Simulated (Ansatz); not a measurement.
Ga2O3 in space group C2/m (No. 12; Pearson symbol mS20), PBE (plane waves, PAW; program Ansatz). The conduction-band minimum lies at Γ, with 1 equivalent valley. Second derivatives d²E/dk² of the lowest band at one valley (eV·Å²), along Cartesian directions:

```csv
direction,d²E/dk²
[100],34.63
[010],32.99
[001],36.06
[110],33.81
[101],34.88
[011],34.53
```

Problem. Find the principal effective masses, the density-of-states mass and the conductivity mass.

Solution. Off-diagonal terms follow from H_xy = H[110] − (H_xx + H_yy)/2, and m*/mₑ = 7.620 eV·Å² over each eigenvalue: 0.21, 0.22, 0.23. One valley's DOS mass (m₁m₂m₃)^(1/3) = 0.22, conductivity mass 3/(Σ 1/mᵢ) = 0.22 mₑ.

Problem. What effective density of states Nc follows at 300 K for parabolic valleys?

Solution. Nc = 2.509e19 × 1 × (0.22)^(3/2) ≈ 2.6e18 cm⁻³.

The cell was relaxed with PBE under the symmetry of its start. Spin–orbit coupling is left out wherever it is not named.

Potentials: the earlier of the program's two PAW sets.

Edges and masses are those of Kohn–Sham bands, whose gap is no quasiparticle gap.
